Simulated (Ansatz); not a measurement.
GaN in space group Pm-3n (No. 223; Ga on 6c, N on 6d), plane-wave PAW r²SCAN (Ansatz code). The conduction-band minimum lies at Γ, with 1 equivalent valley. Second derivatives d²E/dk² of the lowest band at one valley (eV·Å²), along Cartesian directions:

| direction | d²E/dk² |
|---|---|
| [100] | 35.42 |
| [010] | 35.42 |
| [001] | 35.42 |
| [110] | 35.43 |
| [101] | 35.43 |
| [011] | 35.43 |

### Question
Find the principal effective masses, the density-of-states mass and the conductivity mass.

### Answer
Off-diagonal terms follow from H_xy = H[110] − (H_xx + H_yy)/2, and m*/mₑ = 7.620 eV·Å² over each eigenvalue: 0.22, 0.22, 0.22. One valley's DOS mass (m₁m₂m₃)^(1/3) = 0.22, conductivity mass 3/(Σ 1/mᵢ) = 0.22 mₑ.

### Question
What effective density of states Nc follows at 300 K for parabolic valleys?

### Answer
Nc = 2.509e19 × 1 × (0.22)^(3/2) ≈ 2.6e18 cm⁻³.

The start of the workflow was typed in or built on a structure type; neither database checked (COD, Materials Project) lists it. It is not the phase usual at ambient conditions (space group No. 186, 216). Symmetry was held in the r²SCAN relaxation; whether a distortion lowers the energy is not shown. Scalar-relativistic: spin–orbit coupling is off unless named, which matters more the heavier the elements.

Potentials: the later of the program's two PAW sets.

Edges and masses are those of Kohn–Sham bands, whose gap is no quasiparticle gap.
